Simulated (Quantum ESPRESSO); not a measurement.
Kohn-Sham bands of C (Cmme)

```
C
1.0
    1.22474    -2.12405     0.00000
    1.22474     2.12405     0.00000
    0.00000     0.00000     7.03614
C
4
Cartesian
  0.00000  -0.35319  -1.71879
  0.00000   0.35319   1.71879
  0.00000  -1.77087  -1.71879
  0.00000   1.77087   1.71879
```

Structure: Materials Project mp-568286, symmetrised, not relaxed again. Not found in the COD (Crystallography Open Database) copy used, which has the formula in other groups; not checked further. Method: LDA plane waves in Quantum ESPRESSO 7.5 (PseudoDojo norm-conserving files, 66 Ry, no spin polarisation, no spin-orbit coupling), Bloch states on a 14×14×6 mesh through Γ, Wannier90 4.0.1. Density: 14×14×6 mesh, Gaussian smearing 0.01 Ry. The cell is built of weakly bound layers, chains or molecules, whose nearest atoms lie 3.51 Å apart. Database cells relaxed without dispersion often hold them too far apart, which can enlarge gaps and weakens couplings between them; spacing and stacking were not compared with the measured crystal.

Question: List the Kohn-Sham levels between −8 and 3.0 eV relative to the Fermi level at the high-symmetry points, as a band run of pw.x on that density gives them (levels within 2 meV counted together).

Answer: 
| point | k (reciprocal lattice) | levels (eV) |
|---|---|---|
| Γ | 0.000 0.000 0.000 | -7.08, -3.19, -3.17, -3.14, -3.13 |
| Y | -0.500 0.500 0.000 | -6.63, -6.59, -3.12, -1.99, 0.86, 2.20 |
| C_0 | -0.333 0.667 0.000 | -0.68, -0.35, 0.01, 0.37 |
| Σ_0 | 0.333 0.333 0.000 | -0.68, -0.35, 0.01, 0.37 |
| Z | 0.000 0.000 0.500 | -7.87, -3.18, -3.17, -3.14, -3.13 |
| A_0 | 0.333 0.333 0.500 | -0.26, -0.18, -0.13, -0.11 |
| E_0 | -0.333 0.667 0.500 | -0.26, -0.18, -0.13, -0.11 |
| T | -0.500 0.500 0.500 | -6.61, -6.60, -2.67, -2.51, 1.40, 1.54 |
| S | 0.000 0.500 0.000 | -6.61 (×2), -2.61 (×2), 1.60 (×2) |
| R | 0.000 0.500 0.500 | -6.61 (×2), -2.55 (×2), 1.44 (×2) |
